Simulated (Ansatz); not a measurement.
Given:

MgCo₂O₄:
```
CELL_PARAMETERS angstrom
      0.00000     4.04060     4.04060
      4.04060     0.00000     4.04060
      4.04060     4.04060     0.00000
ATOMIC_POSITIONS crystal
  Mg 0.50000 0.50000 0.50000
  Mg 0.75000 0.75000 0.75000
  Co 0.12500 0.12500 0.12500
  Co 0.62500 0.12500 0.12500
  Co 0.12500 0.12500 0.62500
  Co 0.12500 0.62500 0.12500
  O  0.88903 0.88903 0.88903
  O  0.91709 0.36097 0.36097
  O  0.88903 0.88903 0.33291
  O  0.36097 0.91709 0.36097
  O  0.33291 0.88903 0.88903
  O  0.36097 0.36097 0.36097
  O  0.88903 0.33291 0.88903
  O  0.36097 0.36097 0.91709
```

This is the r²SCAN-relaxed structure.

Q: All from plane-wave PAW r²SCAN (Ansatz code), unless another level is named. Predict the band gap.

A: 1.78 eV (smallest direct gap 1.78 eV).

Q: And the conduction-band minimum?

A: on the Γ–X line, 96 % of the way from Γ (6 equivalent valleys).

Q: Next, the valence-band maximum?

A: at X.

Space group Fd-3m (spinel). The first step of the workflow began from a Materials Project structure, measured or hypothetical; the Crystallography Open Database copy checked does not list it. Its standing as an ambient phase is unchecked. Symmetry was held in the r²SCAN relaxation; its stability against distortions is not shown here. The run is not spin-polarised. No Hubbard U is applied.

Potentials: the later of the program's two PAW sets.
